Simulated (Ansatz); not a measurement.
GaCuSe$_{2}$ (chalcopyrite)

```xyz
8
Lattice="-2.8359 2.8359 5.6313 2.8359 -2.8359 5.6313 2.8359 2.8359 -5.6313" Properties=species:S:1:pos:R:3 pbc="T T T"
Cu     0.0000     2.8359     2.8156
Cu     0.0000     0.0000     0.0000
Ga     2.8359     0.0000     2.8156
Ga     0.0000     0.0000     5.6313
Se     1.4180     1.3828    -1.4078
Se     1.4180     1.4531     4.2234
Se     1.4531    -1.4180     7.0391
Se     1.3828     4.2539     1.4078
```

The volume is varied about the relaxed value V₀ at fixed cell shape. The atoms relax within the cell's symmetry.

Computed with PBE (plane waves to 420 eV, PAW, scalar-relativistic; Ansatz, a first-principles code). k mesh 8×8×8 (Γ-centred), Fermi-Dirac smearing 0.05 eV. The energy includes the smearing's −TS. With the shape held, the modulus is that of even scaling; a crystal free to change shape is softer. At this level the bands of GaCuSe2 touch or barely overlap; measurements give the solid a gap. GaCuSe2 is run without spin polarisation. GaCuSe2 was relaxed with its symmetry unable to fall. The zero of ΔE is the relaxed starting cell. The last digit holds for this mesh only.

```tsv
V (Å³/atom)	ΔE (meV/atom)
19.022	152.7
19.746	90.8
20.471	47.6
21.196	19.8
21.920	4.6
22.645	0.0
23.370	4.1
24.094	15.4
24.819	32.8
25.543	55.0
26.268	81.4
```

What is the fitted pressure derivative B₀′?

4.9.

What bulk modulus at fixed cell shape B₀ follows from a third-order Birch-Murnaghan fit?

60.1 GPa. Check by three points about V = 22.645 Å³/atom, step 1.449: d²E/dV² ≈ (20 − 2·0 + 15) meV / 1.449² = 0.0167 eV/Å⁶, and V·d²E/dV² × 160.2 = 60.5 GPa.

(A scan under strain: stresses follow from slopes of the energy per volume, elastic moduli from its curvatures.)
